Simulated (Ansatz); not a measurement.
## Property card for SnGe

SnGe:
```xyz
2
Lattice="3.5324 0.0000 0.0000 0.0000 3.5324 0.0000 0.0000 0.0000 3.5324" Properties=species:S:1:pos:R:3 pbc="T T T"
Sn     0.0000     0.0000     0.0000
Ge     1.7662     1.7662     1.7662
```

Space group Pm-3m (No. 221), CsCl type; conventional cell a = 3.5324 Å, b = 3.5324 Å, c = 3.5324 Å, α = 90.00°, β = 90.00°, γ = 90.00°.

Method: PBEsol in the plane-wave PAW code Ansatz. Structure relaxed to zero pressure with the same functional. Other levels are named where they apply.

### Cell and energy

| Quantity | Result |
|---|---|
| Volume per atom | 22.04 Å³ |
| Density | 7.21 g/cm³ |
| Formation energy from the elements (no fitted shifts) | 0.17 eV/atom |

### Electronic structure

| Property | Value |
|---|---|
| Electronic character | metallic (no gap) |
| Density of states at the Fermi level | 0.54 states/eV per atom (mean over ±0.08 eV) |
| Gap with spin–orbit coupling | none (metallic) |

### Mechanics

| Quantity | Result |
|---|---|
| Bulk modulus (Birch–Murnaghan fit) | 65.6 GPa |
| Pressure derivative B′ | 4.7 |
| Elastic constants (relaxed ions, GPa) | C11 = 55.3, C12 = 70.1, C44 = 22.8 |
| Mechanical stability | unstable (C has a negative eigenvalue) |

### Phonons

| Property | Value |
|---|---|
| Highest zone-centre frequency | 99 cm^-1 |
| Zone-centre stability | no imaginary mode at Γ |

The cell is a constructed one: a structure type filled with these elements; neither database checked (COD, Materials Project) lists it. Whether it is the stable phase at ambient conditions was not checked. Symmetry was held in the PBEsol relaxation. As this level gives no gap, shear constants depend on the k-mesh and smearing (Fermi–Dirac, 0.1 eV here). As this level gives no gap, phonon frequencies hold no LO–TO term and depend on the k-mesh and smearing (Fermi–Dirac, 0.1 eV here). The references are the lowest solids computed at this level, not always the standard phases. Scalar-relativistic: spin–orbit coupling is off unless named, which matters more the heavier the elements.

Potentials: the later of the program's two PAW sets.
